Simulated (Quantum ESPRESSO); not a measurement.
Band energies of SrAlSiH

```xyz
4
Lattice="4.2069 0.0000 0.0000 -2.1035 3.6433 0.0000 0.0000 0.0000 4.7856" Properties=species:S:1:pos:R:3 pbc="T T T"
H      2.1035     1.2144     0.4660
Al     2.1035     1.2144     2.2287
Si     0.0000     2.4289     2.6525
Sr     0.0000     0.0000     0.0271
```

PBEsol (pw.x of Quantum ESPRESSO, ONCV potentials, without SOC); path ΓMKΓALHA,LM,KH; energies in eV from the valence-band maximum.

```
k (1/Å)  point  band 5  band 6  band 7  band 8  band 9  band 10  band 11  band 12
-------  -----  ------  ------  ------  ------  ------  -------  -------  -------
0.00         Γ   -9.63   -4.36   -1.44   -0.90   -0.90     1.34     2.77     2.77
0.32             -9.23   -4.61   -2.16   -1.30   -1.20     1.40     3.04     3.24
0.65             -8.17   -5.79   -3.04   -1.60   -0.97     0.70     2.21     2.97
0.86         M   -7.55   -6.49   -3.17   -1.69   -0.85     0.49     2.19     2.86
1.11             -7.40   -6.41   -3.40   -2.43   -0.76     0.91     2.21     3.21
1.36         K   -7.13   -6.42   -3.90   -2.59   -0.79     0.82     2.73     3.61
1.47             -7.28   -6.31   -3.78   -2.59   -0.79     0.88     2.57     3.64
1.91             -8.89   -4.90   -2.46   -1.83   -1.14     2.06     2.22     2.52
2.25             -9.58   -4.38   -1.42   -1.16   -0.95     1.60     2.57     2.85
2.36         Γ   -9.63   -4.36   -1.44   -0.90   -0.90     1.34     2.77     2.77
2.68             -9.29   -5.25   -0.71   -0.71   -0.70     1.79     1.95     1.95
3.01         A   -8.85   -6.07   -0.46   -0.46    0.00     1.52     1.52     2.03
3.44             -8.42   -5.53   -3.18   -1.50   -1.09     1.39     3.09     3.28
3.77             -7.75   -5.61   -4.19   -2.02   -1.64     1.20     3.37     4.49
3.87         L   -7.65   -5.71   -4.20   -2.06   -1.68     1.19     3.30     4.72
4.17             -7.42   -5.92   -4.08   -2.82   -1.47     2.45     2.92     4.82
4.37         H   -7.21   -6.14   -4.01   -3.09   -1.34     2.08     4.26     4.82
4.46             -7.28   -6.06   -4.03   -3.04   -1.37     2.17     4.01     4.70
4.83             -8.18   -5.39   -3.68   -2.20   -1.26     2.38     3.24     3.39
5.10             -8.68   -5.82   -2.02   -1.18   -0.53     1.77     2.26     2.77
5.37         A   -8.85   -6.07   -0.46   -0.46    0.00     1.52     1.52     2.03
5.37         L   -7.65   -5.71   -4.20   -2.06   -1.68     1.19     3.30     4.72
5.65             -7.61   -6.09   -3.75   -1.93   -1.32     0.61     3.10     3.83
6.02         M   -7.55   -6.49   -3.17   -1.69   -0.85     0.49     2.19     2.86
6.02         K   -7.13   -6.42   -3.90   -2.59   -0.79     0.82     2.73     3.61
6.24             -7.15   -6.36   -3.72   -3.04   -0.97     1.62     3.26     3.76
6.68         H   -7.21   -6.14   -4.01   -3.09   -1.34     2.08     4.26     4.82
```

The PBEsol gap is 0.41 eV; at least one edge lies off the plotted path, at a point of the SCF mesh. The smallest direct gap is 1.31 eV.

Geometry relaxed with PBEsol.

The structure is a Materials Project entry; no match was found in the copy of COD used, and its stability was not checked.
